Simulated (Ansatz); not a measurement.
CsPH2O4:
```cif
data_H4Cs2O8P2
_chemical_formula_sum 'Cs2 H4 P2 O8'
_space_group_name_H-M_alt 'P 1'
_space_group_IT_number 1
_cell_length_a 4.91877
_cell_length_b 6.31068
_cell_length_c 7.91749
_cell_angle_alpha 90.000
_cell_angle_beta 107.240
_cell_angle_gamma 90.000
loop_
_space_group_symop_operation_xyz
  'x, y, z'
loop_
_atom_site_label
_atom_site_type_symbol
_atom_site_fract_x
_atom_site_fract_y
_atom_site_fract_z
_atom_site_occupancy
Cs1 Cs 0.25867 0.21800 0.73515 1
Cs2 Cs 0.74133 0.71800 0.26485 1
H1 H 0.04207 0.98411 0.02844 1
H2 H 0.95793 0.48411 0.97156 1
H3 H 0.67756 0.22454 0.35427 1
H4 H 0.32244 0.72454 0.64573 1
P1 P 0.21004 0.23081 0.23800 1
P2 P 0.78996 0.73081 0.76200 1
O1 O 0.21835 0.01880 0.13253 1
O2 O 0.78165 0.51880 0.86747 1
O3 O 0.20836 0.42128 0.12116 1
O4 O 0.79164 0.92128 0.87884 1
O5 O 0.02386 0.72432 0.67571 1
O6 O 0.97614 0.22432 0.32429 1
O7 O 0.50030 0.22166 0.39207 1
O8 O 0.49970 0.72166 0.60793 1
```

This is the r²SCAN-relaxed structure.

Problem. All from plane-wave PAW r²SCAN (Ansatz code), unless another level is named. Estimate the formation energy from the elements (no fitted shifts).

Solution. -1.94 eV/atom.

Problem. Next, the smallest direct gap on the standard path?

Solution. 6.06 eV.

Problem. Next, the HSE06 gap on the r²SCAN cell?

Solution. 7.07 eV.

Problem. And the conduction-band minimum?

Solution. at Γ.

Space group P2_1. The first step of the workflow began from a Materials Project structure, measured or hypothetical; the Crystallography Open Database files this formula in space group No. 4, but the cells were not matched. Whether it is the stable phase at ambient conditions was not checked. Symmetry was held in the r²SCAN relaxation; its stability against distortions is not shown here. The references are the lowest solids computed at this level, not always the standard phases (solids in place of the gases). Spin–orbit coupling is left out wherever it is not named.

Potentials: the later of the program's two PAW sets.
